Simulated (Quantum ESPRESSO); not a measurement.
# Mo3Sc2Mg2Ag: one run as intended and one with a planted mistake

A calculation, not a measurement. The program is pw.x of Quantum ESPRESSO 7.5 (plane-wave density functional theory). The cell is made up: eight metal atoms on a face-centred cubic lattice, with elements, volume, strain and displacements drawn at random and not relaxed, so it may be unstable or far from any real phase. PseudoDojo standard norm-conserving files set the functional (PBE unless stated); there is no spin polarisation or spin-orbit coupling, the Fermi-Dirac width of 0.25 eV means electrons at about 2900 K, and the masses in the input are unused placeholders. A spin test at this wide smearing found no moment, but such smearing suppresses magnetism that the real alloy may have.

Intended input:

```
&control calculation='scf', pseudo_dir='./dojo.nc.sr.pbe.v0_5.standard.upf', outdir='./o', disk_io='minimal', tprnfor=.true., tstress=.true. /
&system ibrav=0, nat=8, ntyp=4, nbnd=66, ecutwfc=87.97787729, nosym=.true., tot_charge=0,
 occupations='smearing', smearing='fd', degauss=0.0183746611
/
&electrons conv_thr=1.470e-08, electron_maxstep=70, mixing_beta=0.5 /
ATOMIC_SPECIES
Ag 1.0 Ag.upf
Mg 1.0 Mg.upf
Mo 1.0 Mo.upf
Sc 1.0 Sc.upf
CELL_PARAMETERS angstrom
0.0 2.1226 2.1226
0.0 4.2453 -4.2453
-8.4905 -2.1226 2.1226
ATOMIC_POSITIONS angstrom
Mo -0.0312 -0.0416 -0.0578
Mo -4.2717 -0.0137 0.0565
Sc -0.0379 2.1184 -2.1623
Sc -4.2352 2.1748 -2.1415
Mo -6.4097 0.0093 2.0647
Mg -2.1706 2.1682 0.0258
Ag -6.3126 2.1451 0.0104
Mg -2.0908 4.2321 -2.1325
K_POINTS automatic
8 4 3 1 1 1
```

The log is shortened where brackets say so; the opening notice, blank lines, dates and the lines on written files are dropped, and the path of the files is cut. It prints rydbergs, bohrs and kilobars, and counts compression as positive stress. Its total energy is the free energy E - TS of the whole cell.

Log of the intended run:

```
     Program PWSCF v.7.5
     Parallel version (MPI & OpenMP), running on       4 processor cores
     Number of MPI processes:                 4
     Threads/MPI process:                     1
     [start-up lines left out]
     bravais-lattice index     =            0
     lattice parameter (alat)  =       5.6726  a.u.
     unit-cell volume          =    1032.6102 (a.u.)^3
     number of atoms/cell      =            8
     number of atomic types    =            4
     number of electrons       =       103.00
     number of Kohn-Sham states=           66
     kinetic-energy cutoff     =      87.9779  Ry
     charge density cutoff     =     351.9115  Ry
     scf convergence threshold =      1.5E-08
     mixing beta               =       0.5000
     number of iterations used =            8  plain     mixing
     Exchange-correlation= PBE
                           (   1   4   3   4   0   0   0)
     [axes and pseudopotential details left out]
   Cartesian axes
     site n.     atom                  positions (alat units)
         1        Mo     tau(   1) = (  -0.0103937  -0.0138583  -0.0192551  )
         2        Mo     tau(   2) = (  -1.4230416  -0.0045639   0.0188220  )
         3        Sc     tau(   3) = (  -0.0126257   0.7057076  -0.7203321  )
         4        Sc     tau(   4) = (  -1.4108822   0.7244963  -0.7134030  )
         5        Mo     tau(   5) = (  -2.1352786   0.0030981   0.6878184  )
         6        Mg     tau(   6) = (  -0.7230971   0.7222976   0.0085948  )
         7        Ag     tau(   7) = (  -2.1029314   0.7146023   0.0034646  )
         8        Mg     tau(   8) = (  -0.6965132   1.4098495  -0.7104048  )
     number of k points=    48  Fermi-Dirac smearing, width (Ry)=  0.0184
                       cart. coord. in units 2pi/alat
        k(    1) = (  -0.0810212   0.0883873   0.0000010), wk =   0.0416667
        k(    2) = (   0.1546783   0.0883873   0.0000010), wk =   0.0416667
     [further k points left out]
     Dense  grid:   115003 G-vectors     FFT dimensions: (  36,  72, 108)
     Estimated max dynamical RAM per process >     358.08 MB
     Estimated total dynamical RAM >       1.32 GB
     Initial potential from superposition of free atoms
     starting charge     102.9884, renormalised to     103.0000
     Starting wfcs are   70 randomized atomic wfcs
     total cpu time spent up to now is        5.4 secs
     per-process dynamical memory:   280.9 Mb
     Self-consistent Calculation
     iteration #  1     ecut=    87.98 Ry     beta= 0.50
     Davidson diagonalization with overlap
     ethr =  1.00E-02,  avg # of iterations =  3.8
     total cpu time spent up to now is       17.8 secs
     total energy              =   -1161.24185129 Ry
     estimated scf accuracy    <       2.55679017 Ry
     iteration #  2     ecut=    87.98 Ry     beta= 0.50
     Davidson diagonalization with overlap
     ethr =  2.48E-03,  avg # of iterations =  5.9
     total cpu time spent up to now is       31.9 secs
     total energy              =   -1161.31925604 Ry
     estimated scf accuracy    <      16.91112169 Ry
     [iterations 3 to 17 left out]
     iteration # 18     ecut=    87.98 Ry     beta= 0.50
     Davidson diagonalization with overlap
     ethr =  3.86E-10,  avg # of iterations =  1.0
     total cpu time spent up to now is      205.4 secs
     total energy              =   -1162.70275559 Ry
     estimated scf accuracy    <       0.00000005 Ry
     iteration # 19     ecut=    87.98 Ry     beta= 0.50
     Davidson diagonalization with overlap
     ethr =  5.04E-11,  avg # of iterations =  2.0
     total cpu time spent up to now is      214.9 secs
     End of self-consistent calculation
     [lines on levels left out]
!    total energy              =   -1162.70275559 Ry
     estimated scf accuracy    <          8.2E-09 Ry
     smearing contrib. (-TS)   =      -0.13375765 Ry
     internal energy E=F+TS    =   -1162.56899793 Ry
     The total energy is F=E-TS. E is the sum of the following terms:
     one-electron contribution =    -519.43635682 Ry
     hartree contribution      =     288.87048088 Ry
     xc contribution           =    -172.01575719 Ry
     ewald contribution        =    -759.98736480 Ry
     convergence has been achieved in  19 iterations
     Forces acting on atoms (cartesian axes, Ry/au):
     atom    1 type  3   force =     0.04366879    0.02491402   -0.01694676
     atom    2 type  3   force =    -0.03551476   -0.01276836    0.01418858
     atom    3 type  4   force =     0.05250055   -0.00596259    0.01338925
     atom    4 type  4   force =    -0.04932819    0.00362151   -0.00664691
     atom    5 type  3   force =     0.00409681   -0.00722590    0.00713353
     atom    6 type  2   force =     0.00437467   -0.03595147    0.02588626
     atom    7 type  1   force =    -0.00917279    0.00168664   -0.00509370
     atom    8 type  2   force =    -0.01062508    0.03168614   -0.03191025
     Total force =     0.119381     Total SCF correction =     0.000253
     Computing stress (Cartesian axis) and pressure
          total   stress  (Ry/bohr**3)                   (kbar)     P=      -38.95
  -0.00022518  -0.00007773   0.00014123          -33.13      -11.43       20.78
  -0.00007773  -0.00026463  -0.00006683          -11.43      -38.93       -9.83
   0.00014123  -0.00006683  -0.00030461           20.78       -9.83      -44.81
     init_run     :      5.11s CPU      5.31s WALL (       1 calls)
     electrons    :    207.69s CPU    209.50s WALL (       1 calls)
     forces       :      1.38s CPU      1.39s WALL (       1 calls)
     stress       :      4.60s CPU      4.60s WALL (       1 calls)
     [timing details left out]
     PWSCF        :   3m38.88s CPU   3m40.94s WALL
     JOB DONE.
```

A second run has one planted mistake: one atom is of a wrong element. The input lines that differ:

```
- &system ibrav=0, nat=8, ntyp=4, nbnd=66, ecutwfc=87.97787729, nosym=.true., tot_charge=0,
+ &system ibrav=0, nat=8, ntyp=5, nbnd=69, ecutwfc=87.97787729, nosym=.true., tot_charge=0,
+ Rh 1.0 Rh.upf
- Sc -4.2352 2.1748 -2.1415
+ Rh -4.2352 2.1748 -2.1415
```

Its log:

```
     Program PWSCF v.7.5
     Parallel version (MPI & OpenMP), running on       4 processor cores
     Number of MPI processes:                 4
     Threads/MPI process:                     1
     [start-up lines left out]
     bravais-lattice index     =            0
     lattice parameter (alat)  =       5.6726  a.u.
     unit-cell volume          =    1032.6102 (a.u.)^3
     number of atoms/cell      =            8
     number of atomic types    =            5
     number of electrons       =       109.00
     number of Kohn-Sham states=           69
     kinetic-energy cutoff     =      87.9779  Ry
     charge density cutoff     =     351.9115  Ry
     scf convergence threshold =      1.5E-08
     mixing beta               =       0.5000
     number of iterations used =            8  plain     mixing
     Exchange-correlation= PBE
                           (   1   4   3   4   0   0   0)
     [axes and pseudopotential details left out]
   Cartesian axes
     site n.     atom                  positions (alat units)
         1        Mo     tau(   1) = (  -0.0103937  -0.0138583  -0.0192551  )
         2        Mo     tau(   2) = (  -1.4230416  -0.0045639   0.0188220  )
         3        Sc     tau(   3) = (  -0.0126257   0.7057076  -0.7203321  )
         4        Rh     tau(   4) = (  -1.4108822   0.7244963  -0.7134030  )
         5        Mo     tau(   5) = (  -2.1352786   0.0030981   0.6878184  )
         6        Mg     tau(   6) = (  -0.7230971   0.7222976   0.0085948  )
         7        Ag     tau(   7) = (  -2.1029314   0.7146023   0.0034646  )
         8        Mg     tau(   8) = (  -0.6965132   1.4098495  -0.7104048  )
     number of k points=    48  Fermi-Dirac smearing, width (Ry)=  0.0184
                       cart. coord. in units 2pi/alat
        k(    1) = (  -0.0810212   0.0883873   0.0000010), wk =   0.0416667
        k(    2) = (   0.1546783   0.0883873   0.0000010), wk =   0.0416667
     [further k points left out]
     Dense  grid:   115003 G-vectors     FFT dimensions: (  36,  72, 108)
     Estimated max dynamical RAM per process >     374.37 MB
     Estimated total dynamical RAM >       1.38 GB
     Initial potential from superposition of free atoms
     starting charge     108.9904, renormalised to     109.0000
     Starting wfcs are   70 randomized atomic wfcs
     total cpu time spent up to now is        5.3 secs
     per-process dynamical memory:   292.1 Mb
     Self-consistent Calculation
     iteration #  1     ecut=    87.98 Ry     beta= 0.50
     Davidson diagonalization with overlap
     ethr =  1.00E-02,  avg # of iterations =  5.0
     total cpu time spent up to now is       18.0 secs
     total energy              =   -1298.57568048 Ry
     estimated scf accuracy    <       3.19921681 Ry
     iteration #  2     ecut=    87.98 Ry     beta= 0.50
     Davidson diagonalization with overlap
     ethr =  2.94E-03,  avg # of iterations =  5.0
     total cpu time spent up to now is       32.2 secs
     total energy              =   -1297.15227467 Ry
     estimated scf accuracy    <      55.49168866 Ry
     [iterations 3 to 17 left out]
     iteration # 18     ecut=    87.98 Ry     beta= 0.50
     Davidson diagonalization with overlap
     ethr =  2.24E-11,  avg # of iterations =  2.0
     total cpu time spent up to now is      216.7 secs
     total energy              =   -1300.45904343 Ry
     estimated scf accuracy    <       0.00000006 Ry
     iteration # 19     ecut=    87.98 Ry     beta= 0.50
     Davidson diagonalization with overlap
     ethr =  2.24E-11,  avg # of iterations =  1.0
     total cpu time spent up to now is      227.3 secs
     End of self-consistent calculation
     [lines on levels left out]
!    total energy              =   -1300.45904344 Ry
     estimated scf accuracy    <          7.3E-10 Ry
     smearing contrib. (-TS)   =      -0.14466777 Ry
     internal energy E=F+TS    =   -1300.31437566 Ry
     The total energy is F=E-TS. E is the sum of the following terms:
     one-electron contribution =    -581.90223561 Ry
     hartree contribution      =     324.56861752 Ry
     xc contribution           =    -193.30809950 Ry
     ewald contribution        =    -849.67265808 Ry
     convergence has been achieved in  19 iterations
     Forces acting on atoms (cartesian axes, Ry/au):
     atom    1 type  3   force =     0.03406537    0.02889935   -0.02164741
     atom    2 type  3   force =    -0.05172876   -0.01233664    0.01230471
     atom    3 type  5   force =     0.06361261   -0.00429933    0.01253793
     atom    4 type  4   force =    -0.01350064    0.01365780   -0.01512434
     atom    5 type  3   force =     0.04869538   -0.02927698    0.03014963
     atom    6 type  2   force =    -0.03709976   -0.01408304    0.00495212
     atom    7 type  1   force =     0.00643008    0.00683571   -0.01107472
     atom    8 type  2   force =    -0.05047429    0.01060313   -0.01209791
     Total force =     0.137903     Total SCF correction =     0.000171
     Computing stress (Cartesian axis) and pressure
          total   stress  (Ry/bohr**3)                   (kbar)     P=     -107.86
  -0.00068555  -0.00006079   0.00011619         -100.85       -8.94       17.09
  -0.00006079  -0.00074323  -0.00005772           -8.94     -109.33       -8.49
   0.00011619  -0.00005772  -0.00077079           17.09       -8.49     -113.39
     init_run     :      4.95s CPU      5.15s WALL (       1 calls)
     electrons    :    217.22s CPU    222.05s WALL (       1 calls)
     forces       :      1.45s CPU      1.47s WALL (       1 calls)
     stress       :      4.76s CPU      4.77s WALL (       1 calls)
     [timing details left out]
     PWSCF        :   3m48.51s CPU   3m53.62s WALL
     JOB DONE.
```

|  | intended run | run with the mistake |
| --- | --- | --- |
| free energy (eV) | -15819.377 | -17693.647 |
| entropy term -TS, part of it (eV) | -1.820 | -1.968 |
| pressure (GPa) | -3.90 | -10.79 |
| size of the largest force component (eV/Å) | 1.350 | 1.636 |
| largest change of a force component (eV/Å) |  | 1.147 |
| iterations | 19 | 19 |

For scale, a rerun of the intended cell at a higher cutoff and on a denser mesh moved values by no more than 0.005 eV in energy, 0.02 GPa in stress and 0.006 eV/Å in force, and a second program with other atomic files agreed on that cell to 2 % rms in force and 0.5 GPa in pressure. Files of another functional or element have another zero of energy, so the energy change says nothing on stability. The number of bands, nbnd, was set by rule from the electron count, so it follows the mistake.